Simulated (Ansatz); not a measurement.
Given:

GeSe:
```
GeSe
1.0
    4.79074     0.00000     0.00000
   -2.39537     4.14890     0.00000
    0.00000     0.00000     5.86383
Ge Se
2 2
Direct
  0.66667   0.33333   0.03448
  0.33333   0.66667   0.53448
  0.66667   0.33333   0.59072
  0.33333   0.66667   0.09072
```

This is the PBE-relaxed structure.

Q: All from the program Ansatz at the PBE level (PAW), unless another level is named. Estimate the hole effective mass.

A: 0.23, 0.58, 2.5 mₑ (principal values).

Q: Predict the band gap.

A: 0.91 eV (indirect).

Q: Give the weight of the valence-edge state by species (Voronoi cells).

A: Se 78 %, Ge 22 %.

Q: Give the valence-band maximum.

A: on the M–K line, 67 % of the way from M.

Q: What about the weight of the conduction-edge state by species (Voronoi cells)?

A: Ge 71 %, Se 29 %.

Q: Give the conduction-band minimum.

A: on the K–Γ line, 72 % of the way from K (6 equivalent valleys).

Space group P6_3mc (wurtzite). A made-up cell: these elements were put on the sites of a structure type; neither database checked (COD, Materials Project) lists it. It is not the phase usual at ambient conditions (space group No. 62). Symmetry was held in the PBE relaxation; its stability against distortions is not shown here. Spin–orbit coupling is left out wherever it is not named.

Potentials: the later of the program's two PAW sets.
